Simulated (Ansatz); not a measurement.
Question: Name crystals whose computed values (PBEsol in the plane-wave PAW code Ansatz) fall in these windows: Θ_D (K) 420 to 550; G_Hill (GPa) 70 to 88.

Answer: 

```tsv
crystal	Θ_D (K)	G_Hill (GPa)
Ni3C, R-3c (Ni on 18e, C on 6b)	482	76.7
ZrAl3, Cu3Au type	530	72.1
GaNi3, Cu3Au type	447	82.3
SrNbO3, Pnma (Sr on 4c, Nb on 4b, O on 8d, O on 4c)	514	77.2
AlPd, P2_13 (Al on 4a, Pd on 4a)	424	74.2
```
Others may fit too.

Spin orders computed, not proven ground states: GaNi3, Cu3Au type ferromagnetic. Standing as an ambient phase not checked: Ni3C, R-3c (Ni on 18e, C on 6b); ZrAl3, Cu3Au type; GaNi3, Cu3Au type; SrNbO3, Pnma (Sr on 4c, Nb on 4b, O on 8d, O on 4c); AlPd, P2_13 (Al on 4a, Pd on 4a). Perhaps ordered models of mixed-site phases: AlPd, P2_13 (Al on 4a, Pd on 4a). All cells were relaxed under the symmetry of their starts (and spin orders); stability against distortions was not tested throughout. Rows with no word on spin ran without spin polarisation. Scalar-relativistic: spin–orbit coupling is off unless named, which matters more the heavier the elements.

Potentials: the later of the program's two PAW sets.
